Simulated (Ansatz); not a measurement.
Input and command of a plane-wave DFT calculation in Ansatz:

```yaml
crystal:
  lattice:
    - [3.0532689107, 1.7628056276, 5.328900794]
    - [-3.0532689107, 1.7628056276, 5.328900794]
    - [0.0, -3.525611255, 5.328900794]
  atoms:
    - { symbol: Mg, position: [0.14355, 0.35645, 0.75] }
    - { symbol: Mg, position: [0.75, 0.14355, 0.35645] }
    - { symbol: Mg, position: [0.35645, 0.75, 0.14355] }
    - { symbol: Mg, position: [0.85645, 0.64355, 0.25] }
    - { symbol: Mg, position: [0.25, 0.85645, 0.64355] }
    - { symbol: Mg, position: [0.64355, 0.25, 0.85645] }
    - { symbol: Zn, position: [0.25, 0.25, 0.25] }
    - { symbol: Zn, position: [0.75, 0.75, 0.75] }
    - { symbol: C, position: [0.0, 0.0, 0.0], spin: 1.0 }
    - { symbol: C, position: [0.5, 0.5, 0.5], spin: 1.0 }
basis:
  ecutwfc: 420
kpoints:
  mp_grid: { grid: [6, 6, 6] }
hamiltonian:
  xc: pbe
scf:
  occupations: { method: gaussian, width: 0.1 }
  lower_state_search: "off"
output:
  forces: true
  stress: true
  eigenvalues: true
  populations: true
magnetization:
  spin_polarized: true
```

```bash
ansatz run input.yaml --threads 1 --pin off --max-ram 2560MiB --backend cpu --events-out ev --progress --plain --runs-dir out
```

Processor: Arm Neoverse V2, 1 thread, on a host shared with other jobs.

Problem. Estimate time, memory and problem size.

Solution. About 57 s on 1 thread of Arm Neoverse V2 (shared host), peak memory 0.71 GiB. It solves 57 bands at 32 k points (the mesh reduced by the symmetry that the task leaves, which can be less than the crystal's) with about 3359 plane waves, in 16 SCF iterations.
